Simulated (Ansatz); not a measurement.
LiTaO3:
```yaml
crystal:
  lattice:
    - [3.89424, 0.00000, 0.00000]
    - [0.00000, 3.89424, 0.00000]
    - [0.00000, 0.00000, 3.95837]
  atoms:
    - { symbol: Ta, position: [0.50000, 0.50000, 0.40518] }
    - { symbol: Li, position: [0.00000, 0.00000, 0.15896] }
    - { symbol: O, position: [0.50000, 0.50000, 0.86672] }
    - { symbol: O, position: [0.50000, 0.00000, 0.33757] }
    - { symbol: O, position: [0.00000, 0.50000, 0.33757] }
```

Cartesian axes are those of the cell as given.

### Question
Give the proper piezoelectric stress tensor with relaxed ions from the program Ansatz at the LDA level (PAW).

### Answer
In C/m², rows x, y, z, Voigt columns; mesh uncertainty up to 0.01.
```
 0.00   0.00   0.00   0.00   1.15   0.00
 0.00   0.00   0.00   1.15   0.00   0.00
-0.15  -0.15   3.46   0.00   0.00   0.00
```

The elastic tensor of the same run (GPa):

```
 371  44.0   110   0.0   0.0   0.0
44.0   371   110   0.0   0.0   0.0
 110   110   295   0.0   0.0   0.0
 0.0   0.0   0.0  48.5   0.0   0.0
 0.0   0.0   0.0   0.0  48.5   0.0
 0.0   0.0   0.0   0.0   0.0   102
```

### Question
Convert to strain constants d = e·S.

### Answer
In pC/N:
```
 0.0   0.0   0.0   0.0  23.6   0.0
 0.0   0.0   0.0  23.6   0.0   0.0
-4.3  -4.3  14.9   0.0   0.0   0.0
```

Space group P4mm. The start of the workflow was typed in or built on a structure type; neither database checked (COD, Materials Project) lists it. It is not the phase usual at ambient conditions (space group No. 161). The cell was relaxed with LDA under the symmetry of its start. At this level the phase is dynamically unstable (imaginary phonons). No spin polarisation was allowed. Signs of piezoelectric constants follow the polarity of the cell as given. Scalar-relativistic: spin–orbit coupling is off unless named, which matters more the heavier the elements.

Potentials: the earlier of the program's two PAW sets. The files were generated under PBE; for other functionals the program regenerates the frozen cores, and for LDA and PBEsol the local potential too.
